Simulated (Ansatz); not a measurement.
BW:
```xyz
2
Lattice="0.0000 2.2260 2.2260 2.2260 0.0000 2.2260 2.2260 2.2260 0.0000" Properties=species:S:1:pos:R:3 pbc="T T T"
B      0.0000     0.0000     0.0000
W      2.2260     2.2260     2.2260
```

Relaxed with r²SCAN. Special points in fractions of this cell's reciprocal vectors: Γ (0.000, 0.000, 0.000); X (0.500, 0.000, 0.500); U (0.625, 0.250, 0.625); K (0.375, 0.375, 0.750); L (0.500, 0.500, 0.500); W (0.500, 0.250, 0.750).

**Question.** List the band energies nearest the Fermi level at these points for r²SCAN with spin–orbit coupling in the plane-wave PAW code Ansatz.

**Answer.** In eV from the Fermi level; about four levels below and three above (degenerate sets whole), none deeper than 8.9 eV; … stands for higher levels left out; points with the same levels are listed once.

```csv
k,below,above
Γ,-0.44 -0.44 -0.44 -0.44,2.16 2.16 …
X,-4.32 -4.32 -0.20 -0.20,0.36 0.36 1.25 1.25
U,-3.17 -3.17 -0.06 -0.06,2.06 2.06 3.85 3.85
L,-5.24 -5.24 -5.02 -5.02,1.71 1.71 1.84 1.84
W,-4.87 -4.87 -4.61 -4.61,2.14 2.14 2.31 2.31
```

Space group Fm-3m (rock salt). The start of the workflow was typed in or built on a structure type; neither database checked (COD, Materials Project) lists it. COD files the formula under space group No. 141. Its standing as an ambient phase is unchecked. The cell was relaxed with r²SCAN under the symmetry of its start; its stability against distortions is not shown here. No spin polarisation was allowed. The volume moved by -19 % from the start of the relaxation.

Potentials: the earlier of the program's two PAW sets.
